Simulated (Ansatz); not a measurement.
Computed with Ansatz 0.2.0, DFT PBE, scalar-relativistic, plane waves, PAW. Settings: cutoff 420 eV, Γ-centred meshes spaced at most about 0.3 Å⁻¹, and about 0.25 Å⁻¹ or finer for metals (2π included), Gaussian smearing. No spin polarisation in the final relaxations.

All energies are static (0 K, no zero-point motion).

Two forms of TaOF were relaxed alike.

1.

```xyz
6
Lattice="3.3332 0.0000 0.0000 0.0000 3.3332 0.0000 0.0000 0.0000 8.8283" Properties=species:S:1:pos:R:3 pbc="T T T"
Ta    0.0000    1.6666    7.5026
Ta    1.6666    0.0000    1.3257
O     0.0000    0.0000    0.0000
O     1.6666    1.6666    0.0000
F     0.0000    1.6666    5.6409
F     1.6666    0.0000    3.1873
```

2.

```xyz
6
Lattice="3.1924 0.0000 0.0000 0.0000 3.1924 0.0000 0.0000 0.0000 5.8754" Properties=species:S:1:pos:R:3 pbc="T T T"
Ta    0.0000    1.5962    1.8124
Ta    1.5962    0.0000    4.0630
O     0.0000    1.5962    3.9539
O     1.5962    0.0000    1.9215
F     0.0000    0.0000    0.0000
F     1.5962    1.5962    0.0000
```

Task: Which would you expect to be lower, and how large is the difference?

Result: Cell 1 is lower, by 198 meV/atom. Cell 1 has space group P4/nmm (No. 129), 16.3 Å³/atom and no gap on its mesh; cell 2 has space group P4/nmm (No. 129), 10.0 Å³/atom and no gap. Counting F or O atoms around Ta (for each partner element, those within 1.25 times its shortest distance or 1.15 times the sum of covalent radii, where it is the nearest in units of that sum or under 1.3), cell 1 has Ta 5 and cell 2 has Ta 9. In cell 1, around Ta lie 1 F at 1.86 Å and 4 O at 2.13 Å; around O lie 4 Ta at 2.13 Å and 4 O at 2.36 Å; F has 1 Ta at 1.86 Å. In cell 2, around Ta lie 5 O at 2.14–2.26 Å and 4 F at 2.42 Å; O has 5 Ta at 2.14–2.26 Å and 4 F at 2.50 Å; around F lie 4 F at 2.26 Å, 4 Ta at 2.42 Å and 4 O at 2.50 Å. Both come from invented guesses. A third cell relaxed alike, in P4/mmm, lies 0.33 eV/atom below the lower of the two.

No dispersion correction is applied, so the spacing and binding between layers, chains or molecules are poorly described (P4/nmm at 16.3 Å³/atom), and this can change margins and order among such cells. Spin–orbit coupling, which can matter for Ta, is left out. A magnetic state wasn't ruled out in cells without spin, among them P4/nmm at 10.0 Å³/atom. Cells relaxed within their symmetry can be saddle points.
